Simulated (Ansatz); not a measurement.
TiSi in space group Cmmm (No. 65; Ti on 2b, Si on 2d), a = 3.630 Å, b = 4.156 Å, c = 3.811 Å, α = β = γ = 90.00°; the cell used has 2 atoms.

Relaxed with r²SCAN.

**Question.** Which orbitals make up the states near the Fermi level in the program Ansatz at the r²SCAN level (PAW)?

**Answer.** Within 0.5 eV of the Fermi level: Ti 3d 75 %, Si 3p 12 %, outside the projected shells 6 %. Projections are on Löwdin-orthogonalised atomic valence shells; empty p or d shells of many metals are not among them.

**Question.** Tabulate the density of states.

**Answer.** States/eV per cell of 2 atoms, in 0.25 eV bins, energy from the Fermi level.

| E (eV) | total | Ti 3d | Si 3p | Si 3s |
|---|---|---|---|---|
| -7.85 | 0.32 | 0.06 | 0.08 | 0.17 |
| -7.60 | 0.27 | 0.05 | 0.07 | 0.14 |
| -7.35 | 0.24 | 0.05 | 0.06 | 0.12 |
| -7.10 | 0.21 | 0.05 | 0.06 | 0.10 |
| -6.85 | 0.24 | 0.05 | 0.08 | 0.09 |
| -6.60 | 0.29 | 0.06 | 0.11 | 0.08 |
| -6.35 | 0.33 | 0.06 | 0.14 | 0.07 |
| -6.10 | 0.38 | 0.07 | 0.18 | 0.07 |
| -5.85 | 0.39 | 0.06 | 0.21 | 0.05 |
| -5.60 | 0.45 | 0.06 | 0.27 | 0.04 |
| -5.35 | 0.56 | 0.08 | 0.36 | 0.04 |
| -5.10 | 0.60 | 0.09 | 0.39 | 0.04 |
| -4.85 | 0.74 | 0.14 | 0.47 | 0.04 |
| -4.60 | 0.91 | 0.20 | 0.55 | 0.05 |
| -4.35 | 0.90 | 0.22 | 0.52 | 0.05 |
| -4.10 | 0.91 | 0.27 | 0.51 | 0.05 |
| -3.85 | 0.95 | 0.32 | 0.51 | 0.04 |
| -3.60 | 1.27 | 0.43 | 0.71 | 0.04 |
| -3.35 | 1.42 | 0.47 | 0.82 | 0.04 |
| -3.10 | 1.76 | 0.69 | 0.95 | 0.03 |
| -2.85 | 1.14 | 0.51 | 0.55 | 0.03 |
| -2.60 | 0.81 | 0.36 | 0.38 | 0.02 |
| -2.35 | 0.56 | 0.25 | 0.26 | 0.02 |
| -2.10 | 0.57 | 0.27 | 0.24 | 0.03 |
| -1.85 | 0.59 | 0.30 | 0.22 | 0.03 |
| -1.60 | 0.78 | 0.48 | 0.21 | 0.04 |
| -1.35 | 1.28 | 0.90 | 0.24 | 0.05 |
| -1.10 | 1.87 | 1.41 | 0.27 | 0.05 |
| -0.85 | 1.83 | 1.43 | 0.23 | 0.04 |
| -0.60 | 1.38 | 1.04 | 0.19 | 0.04 |
| -0.35 | 1.05 | 0.78 | 0.15 | 0.03 |
| -0.10 | 0.97 | 0.71 | 0.12 | 0.03 |
| 0.15 | 1.06 | 0.80 | 0.12 | 0.03 |
| 0.40 | 1.25 | 0.96 | 0.14 | 0.03 |
| 0.65 | 1.36 | 1.06 | 0.14 | 0.03 |
| 0.90 | 1.44 | 1.14 | 0.15 | 0.03 |
| 1.15 | 1.55 | 1.25 | 0.14 | 0.03 |
| 1.40 | 1.85 | 1.51 | 0.14 | 0.04 |
| 1.65 | 2.06 | 1.65 | 0.18 | 0.06 |
| 1.90 | 2.55 | 2.10 | 0.21 | 0.07 |
| 2.15 | 2.70 | 2.30 | 0.19 | 0.06 |
| 2.40 | 2.20 | 1.79 | 0.20 | 0.07 |
| 2.65 | 1.63 | 1.22 | 0.21 | 0.09 |
| 2.90 | 1.55 | 1.13 | 0.23 | 0.09 |
| 3.15 | 1.67 | 1.17 | 0.27 | 0.12 |
| 3.40 | 1.52 | 0.99 | 0.24 | 0.17 |
| 3.65 | 2.14 | 1.29 | 0.35 | 0.33 |
| 3.90 | 1.97 | 1.19 | 0.36 | 0.26 |
| 4.15 | 1.20 | 0.66 | 0.26 | 0.16 |
| 4.40 | 0.95 | 0.44 | 0.28 | 0.11 |
| 4.65 | 0.94 | 0.38 | 0.32 | 0.09 |
| 4.90 | 0.95 | 0.35 | 0.36 | 0.07 |

The workflow started from a Materials Project entry (that database holds measured and hypothetical structures alike); the Crystallography Open Database copy checked does not list it. COD files the formula under space group No. 25, so this cell is another polymorph or a model. Whether it is the stable phase at ambient conditions was not checked. Symmetry was held in the r²SCAN relaxation; of distortions, only those at the zone centre were tested. The run is not spin-polarised.

Potentials: the later of the program's two PAW sets.
